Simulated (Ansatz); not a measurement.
SrO:
```xyz
4
Lattice="4.2701 0.0000 0.0000 -2.1350 3.6980 0.0000 0.0000 0.0000 5.1444" Properties=species:S:1:pos:R:3 pbc="T T T"
Sr     0.0000     2.4653     3.8583
Sr     2.1350     1.2327     1.2861
O      0.0000     2.4653     1.2861
O      2.1350     1.2327     3.8583
```

Tensor components refer to the Cartesian frame of this cell.

Task: Give the high-frequency dielectric tensor and the Born effective charge tensors of the independent atoms from DFPT, DFT-r²SCAN in the program Ansatz with PAW potentials.

Result: 
ε∞:
```
3.15  0.00  0.00
0.00  3.15  0.00
0.00  0.00  3.17
```
Z* of atom 1 (Sr), rows: field, columns: displacement, in e:
```
2.11  0.00  0.00
0.00  2.11  0.00
0.00  0.00  2.39
```
Z* of atom 3 (O), rows: field, columns: displacement, in e:
```
-2.11   0.00   0.00
 0.00  -2.11   0.00
 0.00   0.00  -2.39
```

Static charges for comparison (Bader): Sr1 +1.53, O3 -1.53 e. Born charges measure polarisation by displacement and can exceed these by far.

Space group P6_3/mmc. The workflow started from a Materials Project entry (that database holds measured and hypothetical structures alike); the Crystallography Open Database copy checked does not list it. It is not the phase usual at ambient conditions (space group No. 225). The cell was relaxed with r²SCAN under the symmetry of its start; its stability against distortions is not shown here. Scalar-relativistic: spin–orbit coupling is off unless named, which matters more the heavier the elements.

Potentials: the later of the program's two PAW sets.
